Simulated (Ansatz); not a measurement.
Here is the system:

Hf5Ga3:
Space group P6₃/mcm (No. 193); a = 7.960 Å, b = 7.960 Å, c = 5.680 Å, α = 90.00°, β = 90.00°, γ = 120.00°

```json
[
 {"atom": "Hf", "site": "4d", "symmetry": "3.2", "x": "0.3333", "y": "0.6667", "z": "0.0000"},
 {"atom": "Hf", "site": "6g", "symmetry": "m2m", "x": "0.2427", "y": "0.2427", "z": "0.7500"},
 {"atom": "Ga", "site": "6g", "symmetry": "m2m", "x": "0.3925", "y": "0.3925", "z": "0.2500"}
]
```

This is the r²SCAN-relaxed structure.

Task: All from r²SCAN in the plane-wave PAW code Ansatz, unless another level is named. Give the formation energy from the elements (no fitted shifts).

Result: -512 meV/atom.

Task: What about the density of states at the Fermi level?

Result: 0.94 states/eV per atom (mean over ±0.08 eV).

Space group P6_3/mcm. The workflow started from a Materials Project entry (that database holds measured and hypothetical structures alike); the Crystallography Open Database files this formula in space group No. 193, but the cells were not matched. Whether it is the stable phase at ambient conditions was not checked. The cell was relaxed with r²SCAN under the symmetry of its start; its stability against distortions is not shown here. No spin polarisation was allowed. Axis ratios of metals converge slowly with the k-mesh, so a and c are less sure than the volume. The references are the lowest solids computed at this level, not always the standard phases. Spin–orbit coupling is left out wherever it is not named.

Potentials: the later of the program's two PAW sets.
